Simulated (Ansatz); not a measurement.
Compressing TiSb2: a fit and a missing row

TiSb2, I4/mcm, a = 6.635 Å, c = 5.714 Å. The structure is a COD entry; whether it is the stable form wasn't checked. Ansatz: PBEsol, PAW, 420 eV, Γ-centred 8×8×8 mesh on 6 atoms, Gaussian smearing 0.10 eV; no spin polarisation. Shape and atoms are relaxed at each volume; pressure is positive in compression.

```tsv
V (Å³/atom)	P (GPa)
18.447	?
19.076	11.55
19.705	7.04
20.334	3.22
20.963	-0.01
21.591	-2.74
22.220	-5.05
23.059	-7.59
```

Task: Take V0 = 20.963 Å³/atom, count pressures from its P0 = -0.01 GPa, fit the third-order Birch–Murnaghan form to the other rows, and predict the missing pressure.

Result: With the Eulerian strain f = ½[(V0/V)^(2/3) − 1] and y = (P − P0)/[3f(1 + 2f)^(5/2)], the form is the line y = B0 + 1.5 B0 (B0′ − 4) f. Rows (f, y): 0.03245, 101.5; 0.02106, 100.7; 0.01026, 99.7; -0.00974, 98.1; -0.01904, 97.2; -0.03078, 96.2. Means f = 0.0007017, y = 98.900; Σ(Δf)² = 0.003004, ΣΔfΔy = 0.2538; the slope is their ratio. y = 98.84 + 84.48 f GPa, so B0 = 98.8 GPa and B0′ = 4 + 2 × (84.48)/(3 × 98.84) = 4.57. At V = 18.447, f = 0.04449, y = 102.60 and P = 16.94 GPa. The run gave 16.87 GPa, so the fit is 0.07 GPa too high, a small miss on the scale of the series.

Cost: 8 runs of about 16 core-minutes in all, on Arm Neoverse V1 (shared hosts).